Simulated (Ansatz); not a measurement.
AlRu (CsCl type)

```yaml
crystal:
  lattice:
    - [5.96504, 0.00000, 0.00000]
    - [0.00000, 2.98252, 0.00000]
    - [0.00000, 0.00000, 2.98252]
  atoms:
    - { symbol: Al, position: [0.00000, 0.00000, 0.00000] }
    - { symbol: Al, position: [0.50000, 0.00000, 0.00000] }
    - { symbol: Ru, position: [0.25000, 0.50000, 0.50000] }
    - { symbol: Ru, position: [0.75000, 0.50000, 0.50000] }
```

Scan: atom 4 (Ru, nearest neighbour Al at 2.583 Å; its periodic images, 3.0 Å or more away, move with it) is displaced along Cartesian [110], direction (0.707, 0.707, 0.000) in Cartesian axes, by s. The other atoms stay.

These are r2SCAN (plane waves to 500 eV, PAW, scalar-relativistic; Ansatz, a program for electronic structure) values and carry that method's errors. k mesh 7×13×13 (Γ-centred), Fermi-Dirac smearing 0.05 eV. E stands for the smeared free energy. Compression counts positive. With partly filled bands, energies and forces of such displacements shift with the k mesh and the smearing. F⊥ is the part of the force across the line. AlRu is run without spin polarisation. AlRu was relaxed with its symmetry unable to fall. ΔE is measured from the undisplaced structure.

```csv
s (Å),|F⊥| (eV/Å),ΔE (meV/cell),P (GPa)
-0.520,1.221,1658,(withheld)
-0.416,(withheld),(withheld),9.2
-0.312,0.646,557,5.1
-0.208,0.419,243,2.3
-0.104,0.206,60,0.5
0.000,0.000,0,0.0
0.104,0.206,60,0.5
0.208,0.419,243,2.3
0.312,0.646,557,5.1
0.416,(withheld),(withheld),9.2
0.520,1.221,1658,(withheld)
```

Task: What belongs in the gaps?

Result: 
- -0.520, P (GPa): 14.5
- -0.416, |F⊥| (eV/Å): 0.907
- -0.416, ΔE (meV/cell): 1021
- 0.416, |F⊥| (eV/Å): 0.907
- 0.416, ΔE (meV/cell): 1021
- 0.520, P (GPa): 14.5

(A displaced cell: forces are minus the slopes of the energy, force constants its curvatures, and phonons follow from these.)
